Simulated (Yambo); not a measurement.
Absorption of K₂NaYF₆ (space group Fm-3m, No. 225) with and without the electron-hole interaction (Yambo, PBEsol bands; 4×4×4 mesh, 18 valence and 10 conduction bands, static screening with 105 bands and a 3 Ry block, scissor 3.72 eV, Tamm-Dancoff; field along x).

```json
[
 {"E (eV)": "7.30", "Im ε, BSE": "0.08", "Im ε, independent quasiparticles": "0.01"},
 {"E (eV)": "7.40", "Im ε, BSE": "0.09", "Im ε, independent quasiparticles": "0.01"},
 {"E (eV)": "7.50", "Im ε, BSE": "0.11", "Im ε, independent quasiparticles": "0.01"},
 {"E (eV)": "7.60", "Im ε, BSE": "0.13", "Im ε, independent quasiparticles": "0.01"},
 {"E (eV)": "7.70", "Im ε, BSE": "0.15", "Im ε, independent quasiparticles": "0.01"},
 {"E (eV)": "7.80", "Im ε, BSE": "0.19", "Im ε, independent quasiparticles": "0.01"},
 {"E (eV)": "7.90", "Im ε, BSE": "0.24", "Im ε, independent quasiparticles": "0.01"},
 {"E (eV)": "8.00", "Im ε, BSE": "0.32", "Im ε, independent quasiparticles": "0.01"},
 {"E (eV)": "8.10", "Im ε, BSE": "0.44", "Im ε, independent quasiparticles": "0.01"},
 {"E (eV)": "8.20", "Im ε, BSE": "0.66", "Im ε, independent quasiparticles": "0.02"},
 {"E (eV)": "8.30", "Im ε, BSE": "1.09", "Im ε, independent quasiparticles": "0.02"},
 {"E (eV)": "8.40", "Im ε, BSE": "1.99", "Im ε, independent quasiparticles": "0.02"},
 {"E (eV)": "8.50", "Im ε, BSE": "3.54", "Im ε, independent quasiparticles": "0.02"},
 {"E (eV)": "8.60", "Im ε, BSE": "3.67", "Im ε, independent quasiparticles": "0.02"},
 {"E (eV)": "8.70", "Im ε, BSE": "2.27", "Im ε, independent quasiparticles": "0.02"},
 {"E (eV)": "8.80", "Im ε, BSE": "1.46", "Im ε, independent quasiparticles": "0.02"},
 {"E (eV)": "8.90", "Im ε, BSE": "1.16", "Im ε, independent quasiparticles": "0.02"},
 {"E (eV)": "9.00", "Im ε, BSE": "1.21", "Im ε, independent quasiparticles": "0.03"},
 {"E (eV)": "9.10", "Im ε, BSE": "1.12", "Im ε, independent quasiparticles": "0.03"},
 {"E (eV)": "9.20", "Im ε, BSE": "0.93", "Im ε, independent quasiparticles": "0.03"},
 {"E (eV)": "9.30", "Im ε, BSE": "1.02", "Im ε, independent quasiparticles": "0.03"},
 {"E (eV)": "9.40", "Im ε, BSE": "1.33", "Im ε, independent quasiparticles": "0.04"},
 {"E (eV)": "9.50", "Im ε, BSE": "1.30", "Im ε, independent quasiparticles": "0.04"},
 {"E (eV)": "9.60", "Im ε, BSE": "1.09", "Im ε, independent quasiparticles": "0.04"},
 {"E (eV)": "9.70", "Im ε, BSE": "1.17", "Im ε, independent quasiparticles": "0.05"},
 {"E (eV)": "9.80", "Im ε, BSE": "1.71", "Im ε, independent quasiparticles": "0.06"},
 {"E (eV)": "9.90", "Im ε, BSE": "2.66", "Im ε, independent quasiparticles": "0.08"},
 {"E (eV)": "10.00", "Im ε, BSE": "2.66", "Im ε, independent quasiparticles": "0.11"},
 {"E (eV)": "10.10", "Im ε, BSE": "2.00", "Im ε, independent quasiparticles": "0.14"},
 {"E (eV)": "10.20", "Im ε, BSE": "1.76", "Im ε, independent quasiparticles": "0.13"},
 {"E (eV)": "10.30", "Im ε, BSE": "1.77", "Im ε, independent quasiparticles": "0.14"},
 {"E (eV)": "10.40", "Im ε, BSE": "1.42", "Im ε, independent quasiparticles": "0.17"},
 {"E (eV)": "10.50", "Im ε, BSE": "1.09", "Im ε, independent quasiparticles": "0.26"},
 {"E (eV)": "10.60", "Im ε, BSE": "0.86", "Im ε, independent quasiparticles": "0.40"},
 {"E (eV)": "10.70", "Im ε, BSE": "0.80", "Im ε, independent quasiparticles": "0.56"},
 {"E (eV)": "10.80", "Im ε, BSE": "0.78", "Im ε, independent quasiparticles": "0.56"},
 {"E (eV)": "10.90", "Im ε, BSE": "0.76", "Im ε, independent quasiparticles": "0.56"},
 {"E (eV)": "11.00", "Im ε, BSE": "0.91", "Im ε, independent quasiparticles": "0.48"},
 {"E (eV)": "11.10", "Im ε, BSE": "1.00", "Im ε, independent quasiparticles": "0.42"},
 {"E (eV)": "11.20", "Im ε, BSE": "1.06", "Im ε, independent quasiparticles": "0.41"},
 {"E (eV)": "11.30", "Im ε, BSE": "1.16", "Im ε, independent quasiparticles": "0.41"},
 {"E (eV)": "11.40", "Im ε, BSE": "0.98", "Im ε, independent quasiparticles": "0.47"},
 {"E (eV)": "11.50", "Im ε, BSE": "0.92", "Im ε, independent quasiparticles": "0.54"},
 {"E (eV)": "11.60", "Im ε, BSE": "0.76", "Im ε, independent quasiparticles": "0.61"},
 {"E (eV)": "11.70", "Im ε, BSE": "0.61", "Im ε, independent quasiparticles": "0.68"},
 {"E (eV)": "11.80", "Im ε, BSE": "0.60", "Im ε, independent quasiparticles": "0.81"},
 {"E (eV)": "11.90", "Im ε, BSE": "0.54", "Im ε, independent quasiparticles": "1.06"},
 {"E (eV)": "12.00", "Im ε, BSE": "0.54", "Im ε, independent quasiparticles": "1.19"},
 {"E (eV)": "12.10", "Im ε, BSE": "0.47", "Im ε, independent quasiparticles": "1.28"},
 {"E (eV)": "12.20", "Im ε, BSE": "0.38", "Im ε, independent quasiparticles": "1.55"},
 {"E (eV)": "12.30", "Im ε, BSE": "0.39", "Im ε, independent quasiparticles": "2.02"},
 {"E (eV)": "12.40", "Im ε, BSE": "0.37", "Im ε, independent quasiparticles": "2.41"},
 {"E (eV)": "12.50", "Im ε, BSE": "0.36", "Im ε, independent quasiparticles": "2.67"},
 {"E (eV)": "12.60", "Im ε, BSE": "0.38", "Im ε, independent quasiparticles": "2.64"},
 {"E (eV)": "12.70", "Im ε, BSE": "0.34", "Im ε, independent quasiparticles": "2.36"},
 {"E (eV)": "12.80", "Im ε, BSE": "0.36", "Im ε, independent quasiparticles": "2.16"},
 {"E (eV)": "12.90", "Im ε, BSE": "0.41", "Im ε, independent quasiparticles": "1.88"},
 {"E (eV)": "13.00", "Im ε, BSE": "0.37", "Im ε, independent quasiparticles": "1.74"},
 {"E (eV)": "13.10", "Im ε, BSE": "0.36", "Im ε, independent quasiparticles": "1.67"},
 {"E (eV)": "13.20", "Im ε, BSE": "0.31", "Im ε, independent quasiparticles": "1.71"},
 {"E (eV)": "13.30", "Im ε, BSE": "0.31", "Im ε, independent quasiparticles": "1.82"},
 {"E (eV)": "13.40", "Im ε, BSE": "0.31", "Im ε, independent quasiparticles": "1.96"},
 {"E (eV)": "13.50", "Im ε, BSE": "0.28", "Im ε, independent quasiparticles": "1.98"},
 {"E (eV)": "13.60", "Im ε, BSE": "0.30", "Im ε, independent quasiparticles": "1.88"},
 {"E (eV)": "13.70", "Im ε, BSE": "0.27", "Im ε, independent quasiparticles": "1.86"},
 {"E (eV)": "13.80", "Im ε, BSE": "0.25", "Im ε, independent quasiparticles": "1.89"},
 {"E (eV)": "13.90", "Im ε, BSE": "0.22", "Im ε, independent quasiparticles": "1.78"},
 {"E (eV)": "14.00", "Im ε, BSE": "0.20", "Im ε, independent quasiparticles": "1.64"},
 {"E (eV)": "14.10", "Im ε, BSE": "0.21", "Im ε, independent quasiparticles": "1.55"},
 {"E (eV)": "14.20", "Im ε, BSE": "0.21", "Im ε, independent quasiparticles": "1.41"}
]
```

The scissor comes from a G0W0 run whose convergence isn't established. Broadening 0.15 eV. The band window holds all transitions up to 14.8 eV. Fine structure above the onset can come from the mesh.

Geometry of the Materials Project entry, not relaxed at this level; primitive cell a = b = c = 6.3050 Å, α = β = γ = 60.00°.

The structure is a Materials Project entry; no match was found in the copy of COD used, and its stability was not checked.
